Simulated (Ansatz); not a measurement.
# Ni: converged, but where?

System: Ni, a measured crystal structure (space group Fm-3m, primitive cell doubled); the cell holds 2 atoms. The computed pressure is over 10 GPa in size, so the cell is far from the computed equilibrium volume. Source: COD entry 2102296; it may be a high-temperature, high-pressure or metastable form.

Method: Ansatz, DFT, LDA, PAW, plane waves, scalar-relativistic.

```yaml
crystal:
  lattice:
    - [0.0, -1.77165, -1.77165]
    - [-3.5433, -1.77165, -1.77165]
    - [0.0, 1.77165, -1.77165]
  atoms:
    - { symbol: Ni, position: [0.0, 0.0, 0.0], spin: 2.0 }
    - { symbol: Ni, position: [0.0, 0.5, 0.5] }
magnetization:
  spin_polarized: true
hamiltonian:
  xc: lda
  pseudopotentials: { kind: paw }
basis:
  ecutwfc: 420
kpoints:
  mp_grid: { grid: [12, 7, 10] }
scf:
  occupations: { method: gaussian, width: 0.1 }
  lower_state_search: "off"
output:
  forces: true
  stress: true
```

It took 8.4 s on 2 threads of x86-64 server CPU, on a shared host, peak memory 0.51 GiB.

The end of the output:

```
SCF converged after 16 iterations
Magnetization: 1.2811 μB (18.6406 up, 17.3594 down)
Absolute magnetization: 1.4189 μB (∫|ρ↑−ρ↓|, with the PAW one-centre terms)
Spin contamination: 0.0098 ħ² per cell (⟨S²⟩ above its minimum at these occupations)
Per-site moments (μB) at R_I (Å): [(0.6703, 1.0335), (0.6703, 1.0335)]
Free energy (F): -11546.609752 eV
Harris-Foulkes:  -11546.609752 eV  (|F-HF|=9.49e-8)
Internal energy: -11546.590100 eV  (E = F + TS)
E sigma→0 (E₀):  -11546.599926 eV
Entropy (-TS):   -0.019652 eV (-9.826 meV/atom)
Fermi energy:    17.219655 eV
--- Forces (eV/Å), atoms counted from 1 ---
  atom   1  Ni     0.00000000    -0.00000000     0.00000000
  atom   2  Ni     0.00000000    -0.00000000     0.00000000
--- Stress (GPa, compression-positive) ---
      -20.514009       0.011424       0.011424
        0.011424     -20.280055       0.082744
        0.011424       0.082744     -20.280055
  P = ⅓ Tr σ = -20.3580 GPa (-203.580 kbar)
```

The mesh is too coarse to rank close states of a metal with certainty: differences of some tens of meV/atom may change, at times in sign. The mesh has less symmetry than the lattice, which lowers the symmetry of the run.

A small moment in a metal is sensitive to the mesh and the smearing.

Site moments are taken inside atomic spheres and don't add up to the total.

Q: Would you trust this as the ground state? If a lower solution is known, describe it.

A: As far as the runs go, yes: it is the lowest of 2 states reached by 12 converged runs, and the next lies 44.4 meV/atom higher (non-magnetic, no gap on the k-mesh). That doesn't prove a ground state. This multiple of the primitive cell fits some opposed orders; other multiples fit others. The order of the states may change once the cell relaxes. Only collinear orders within this cell were tried; the true ground state may need a larger cell.
